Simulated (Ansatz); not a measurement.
W3N4 (space group Pm-3m)

```yaml
crystal:
  lattice:
    - [4.21545, 0.00000, 0.00000]
    - [0.00000, 4.21545, 0.00000]
    - [0.00000, 0.00000, 4.21545]
  atoms:
    - { symbol: N, position: [0.50000, 0.50000, 0.50000] }
    - { symbol: N, position: [0.50000, 0.00000, 0.00000] }
    - { symbol: N, position: [0.00000, 0.50000, 0.00000] }
    - { symbol: N, position: [0.00000, 0.00000, 0.50000] }
    - { symbol: W, position: [0.50000, 0.50000, 0.00000] }
    - { symbol: W, position: [0.00000, 0.50000, 0.50000] }
    - { symbol: W, position: [0.50000, 0.00000, 0.50000] }
```

The slice is a {210} plane (indices of the conventional cell) through the point (0.500, 0.500, 0.500) (fractional), spanned by u = [100] and v = [021] in vectors of this cell: u (4.22 Å) and v (9.43 Å, at 90° to u). It covers one period; positions are fractions (u, v).

The numbers are results of PBE (plane waves to 420 eV, PAW, scalar-relativistic; Ansatz, a first-principles code), not measurements. k mesh 11×11×11. These are valence fields of a PAW run, semicore shells included where kept as valence: close to a nucleus they are smooth pseudo fields. Spin-orbit coupling is left out, though W is heavy. W3N4 is run without spin polarisation. W3N4 was relaxed with its symmetry unable to fall.

Sketch the electrostatic potential energy of an electron, from the cell's mean on this plane as a map.


```
|xxxxxx  xxxxxxxx  xxxx|
|xxxx..    xxxx    ..xx|
|    ..--..    ..--..  |
|      ==**++++**==    |
|      ++##****##++    |
|    ..**%%%%%%%%**..  |
|    ++%%@@@@@@@@%%++  |
|::--**%%@@@@@@@@%%**--|
|    --##%%%%%%%%##--  |
|xxxx  --++xxxx++--  xx|
|xxxxxx  xxxxxxxx  xxxx|
|xxxxxx  xxxxxxxx  xxxx|
|xxxxxx  xxxxxxxx  xxxx|
|xxxx  --++xxxx++--  xx|
|    --##%%%%%%%%##--  |
|::--**%%@@@@@@@@%%**--|
|    ++%%@@@@@@@@%%++  |
|    ..**%%%%%%%%**..  |
|      ++##****##++    |
|      ==**++++**==    |
|    ..--..    ..--..  |
|xxxx..    xxxx    ..xx|
|xxxxxx  xxxxxxxx  xxxx|
|xxxxxx  xxxxxxxx  xxxx|
```
Scale: ten equal steps from 7.00 (start of ' ') to 15.20 (end of '@'), in the order ' .:-=+*#%@'. Values: electrostatic potential energy of an electron, from the cell's mean, in eV. The map has 11 points along u (two characters each, u = 0 at the left) and 24 along v (v = 0 in the bottom row). Points within 0.9 Å of a nucleus are blanked (x), as the pseudised field means little there. Values under 7 eV are set to 7. The zero, the cell's mean, hangs on the PAW cores.
